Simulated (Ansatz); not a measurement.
Here is the system:

AlP:
```cif
data_Al2P2
_chemical_formula_sum 'Al2 P2'
_space_group_name_H-M_alt 'P 1'
_space_group_IT_number 1
_cell_length_a 3.60408
_cell_length_b 3.60408
_cell_length_c 5.77717
_cell_angle_alpha 90.000
_cell_angle_beta 90.000
_cell_angle_gamma 120.000
loop_
_space_group_symop_operation_xyz
  'x, y, z'
loop_
_atom_site_label
_atom_site_type_symbol
_atom_site_fract_x
_atom_site_fract_y
_atom_site_fract_z
_atom_site_occupancy
Al1 Al 0.00000 0.00000 0.00000 1
Al2 Al 0.00000 0.00000 0.50000 1
P1 P 0.33333 0.66667 0.25000 1
P2 P 0.66667 0.33333 0.75000 1
```

This is the PBE-relaxed structure.

**Question.** All from PBE (plane waves, PAW; program Ansatz), unless another level is named. Predict the electronic character.

**Answer.** metallic (no gap).

**Question.** Next, the density of states at the Fermi level?

**Answer.** 0.17 states/eV per atom (mean over ±0.08 eV).

**Question.** Give the formation energy from the elements (no fitted shifts).

**Answer.** -0.38 eV/atom.

Space group P6_3/mmc (NiAs type). A made-up cell: these elements were put on the sites of a structure type; neither database checked (COD, Materials Project) lists it. It is not the phase usual at ambient conditions (space group No. 216). Symmetry was held in the PBE relaxation; phonons on a q-mesh show no instability. The references are the lowest solids computed at this level, not always the standard phases.

Potentials: the later of the program's two PAW sets.
